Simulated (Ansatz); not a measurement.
A: Ge (diamond), a = b = c = 5.6744 Å, α = β = γ = 90.00°
B: Ni (fcc, Cu type), a = 3.478 Å, b = 3.478 Å, c = 3.478 Å, α = 90.00°, β = 90.00°, γ = 90.00°
C: TiC (rock salt), a = b = c = 4.328 Å, α = β = γ = 90.00°

Scan: energy over volume and axial ratio (atoms clamped). One method and one kind of scan serve all of them; meshes and ranges differ. All were relaxed with their symmetry unable to fall. Relaxed Ni ends ferromagnetic. TiC is run without spin polarisation. Other magnetic orders were not checked, so this need not be the ground state. (This holds for the magnetic or f-shell members.)

Rank these by shear modulus C′ = (C11 − C12)/2 (fitted) (lowest first), as r2SCAN (plane waves to 500 eV, PAW, scalar-relativistic; Ansatz, an electronic-structure program) gives it.

A (41 GPa), B (71 GPa), C (200 GPa)

(A scan under strain: stresses follow from slopes of the energy per volume, elastic moduli from its curvatures.)
